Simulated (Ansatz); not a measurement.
Ag (hcp (Mg type), space group No. 194) under volume change, DFT-LDA in the program Ansatz with PAW potentials, shape and atoms relaxed at each volume.

```tsv
V (Å³/atom)	E − E(relaxed) (meV/atom)	P (GPa)
14.592	69.0	16.96
15.073	(withheld)	(withheld)
15.554	6.7	4.59
16.035	0.0	0.00
16.516	5.8	-3.76
16.997	21.9	-6.83
17.478	(withheld)	(withheld)
```

**Question.** What belongs in the gaps?

**Answer.** 
- 17.478, E − E(relaxed) (meV/atom): 46.3
- 17.478, P (GPa): -9.32
- 15.073, E − E(relaxed) (meV/atom): 28.6
- 15.073, P (GPa): 10.18

**Question.** What does a third-order Birch–Murnaghan fit give for V₀, B₀ and B′?

**Answer.** V₀ = 16.04 Å³/atom, B₀ = 138 GPa, B′ = 5.6.

Space group P6_3/mmc (hcp (Mg type)). The first step of the workflow began from a Materials Project structure, measured or hypothetical; the Crystallography Open Database files this formula in space group No. 194, but the cells were not matched. It is not the phase usual at ambient conditions (space group No. 225). The cell was relaxed with LDA under the symmetry of its start; its stability against distortions is not shown here. The run is not spin-polarised. Scalar-relativistic: spin–orbit coupling is off unless named, which matters more the heavier the elements.

Potentials: the earlier of the program's two PAW sets. The files were generated under PBE; for other functionals the program regenerates the frozen cores, and for LDA and PBEsol the local potential too.
